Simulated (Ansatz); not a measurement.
Q: Re (hcp (Mg type), space group No. 194) is relaxed with the program Ansatz at the PBE level (PAW). What lattice parameters of the conventional cell result?

A: a = 2.775 Å, c = 4.483 Å.

Space group P6_3/mmc (hcp (Mg type)). Symmetry was held in the PBE relaxation. The run is not spin-polarised. Axis ratios of metals converge slowly with the k-mesh, so a and c are less sure than the volume. Spin–orbit coupling is left out wherever it is not named.

Potentials: the later of the program's two PAW sets.
